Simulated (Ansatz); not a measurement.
ZrO2 (tetragonal-ZrO2 type, space group P4_2/nmc)

```xyz
6
Lattice="3.6013 0.0000 0.0000 0.0000 3.6013 0.0000 0.0000 0.0000 5.2280" Properties=species:S:1:pos:R:3 pbc="T T T"
Zr     0.0000     0.0000     0.0000
Zr     1.8007     1.8007     2.6140
O      0.0000     1.8007     1.0289
O      0.0000     1.8007     3.6429
O      1.8007     0.0000     1.5852
O      1.8007     0.0000     4.1992
```

Two coordinates are scanned: the volume, and the ratio of the stretch along z (the conventional c axis) to the stretch across it. Atoms keep their fractional coordinates.

Computed with r2SCAN (plane waves to 500 eV, PAW, scalar-relativistic; Ansatz, a program for electronic structure). k mesh 9×9×7 (Γ-centred), Fermi-Dirac smearing 0.05 eV. The energy includes the smearing's −TS. As the atoms are clamped, bonds stretch with the cell, which overstates energies and stresses. This is a high-temperature form of ZrO2. ZrO2 is run without spin polarisation. ZrO2 was relaxed with its symmetry unable to fall. The zero of ΔE is the relaxed starting cell.

Q: Give the computed ΔE (meV/atom) at all points of the grid V/V₀ = 0.920, 0.960, 1.000, 1.040, 1.080 by (c/a)/(c/a)₀ = 0.880, 0.940, 1.000, 1.060, 1.120.

A: ΔE (meV/atom), with V/V₀ across and (c/a)/(c/a)₀ down:

```tsv
(c/a)/(c/a)₀ \ V/V₀	0.920	0.960	1.000	1.040	1.080
0.880	190.9	148.1	139.0	157.1	197.5
0.940	88.7	43.2	31.8	48.0	86.7
1.000	64.4	15.0	0.0	13.1	49.0
1.060	99.8	46.0	27.0	36.4	69.0
1.120	181.0	122.9	100.0	105.7	134.8
```

(Under strain, the slope of the energy per volume gives the stress and its curvature an elastic modulus.)
